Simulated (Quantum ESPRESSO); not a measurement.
Simulation results for GaGe7 (made-up cell)

Calculation on a made-up crystal cell, not a measurement: periodic Kohn-Sham density functional theory in plane waves with PseudoDojo standard norm-conserving scalar-relativistic pseudopotentials, each functional with its own files (v0.5 for PBE, v0.4.1 for LDA and PBEsol), no spin polarisation, no spin-orbit coupling, atoms not relaxed, stress positive in tension, energies less a fixed whole-eV offset for each atom's element; levels are Kohn-Sham levels at fractions of this cell's reciprocal vectors, counted from the reference band (half the neutral cell's valence electrons, rounded up) at Gamma; error bars cover cutoff and k-mesh only, not smearing or the files; added strain carries the atoms with the cell, and shear is the tensor component; each bar is the largest change over components, and at least 0.002 eV, 0.002 eV per angstrom or 0.02 GPa; energies are for the whole cell, and the offsets were chosen from early runs and are not element reference energies. Program: Quantum ESPRESSO 7.5.

GaGe7 (made-up cell)

Unstrained structure:
```xyz
8
Lattice="5.7076 0.0186 -0.0491 0.0186 5.6557 0.0512 -0.0491 0.0512 5.7015" Properties=species:S:1:pos:R:3 GaGe7
Ge     0.0426     0.1313     0.0194
Ge    -0.1073     2.9271     2.9203
Ge     2.7533    -0.0025     2.8448
Ge     2.9040     2.8172    -0.0958
Ge     1.3214     1.4768     1.4734
Ga     1.4014     4.3500     4.2449
Ge     4.3032     1.2535     4.2939
Ge     4.2034     4.1582     1.5061
```

```
lattice type             : zincblende/diamond
functional               : pbe
cutoff                   : 1088 eV
fermi dirac smearing     : 0.1 eV
scf tolerance            : 1e-07 eV
electrons removed        : 0
added strain kind        : zz
added strain             : 0.0208
k mesh                   : 6 x 6 x 6, shifted by half a step
structure shown          : before the added strain of 0.0208
free energy less offsets : -3.823 eV
smearing term minus ts   : -0.08389 eV
scf iterations           : 10
pressure                 : 2.709 GPa
stress xx                : -3.23 GPa
stress yy                : -2.401 GPa
stress zz                : -2.497 GPa
stress yz                : 1.904 GPa
stress xz                : -4.05 GPa
stress xy                : 1.446 GPa
fermi level              : -0.7764 eV
reference band           : 56
error bar energy         : 0.002358 eV
error bar stress         : 0.05113 GPa
error bar force          : 0.009448 eV/Å
error bar next band up   : 0.002 eV
error bar fermi level    : 0.004739 eV
error bars from          : tighter rerun of this cell
```

Atoms:
| atoms element | atom site | atom energy offset (eV) |
| --- | --- | --- |
| Ge | 1 | -2430 |
| Ge | 2 | -2430 |
| Ge | 3 | -2430 |
| Ge | 4 | -2430 |
| Ge | 5 | -2430 |
| Ga | 6 | -2080 |
| Ge | 7 | -2430 |
| Ge | 8 | -2430 |

Forces:
| site | x (eV/Å) | y (eV/Å) | z (eV/Å) |
| --- | --- | --- | --- |
| 1 | 0.7347 | -2.489 | 1.185 |
| 2 | 0.8427 | -1.015 | 0.9399 |
| 3 | 0.6156 | 0.409 | -0.7012 |
| 4 | -0.4434 | -0.2061 | 0.2753 |
| 5 | 0.8121 | 0.8341 | 0.1085 |
| 6 | -0.683 | -0.6329 | 0.9864 |
| 7 | -1.469 | 1.899 | -1.436 |
| 8 | -0.4094 | 1.201 | -1.359 |

Levels:
| level k point | next band up (eV) |
| --- | --- |
| Gamma | 0.33 |
| (1/2,1/2,1/2) | -0.1367 |
| (0.15,0,0) | 0.4603 |
| (0,0.15,0) | 0.2969 |
| (0,0,0.15) | 0.5488 |
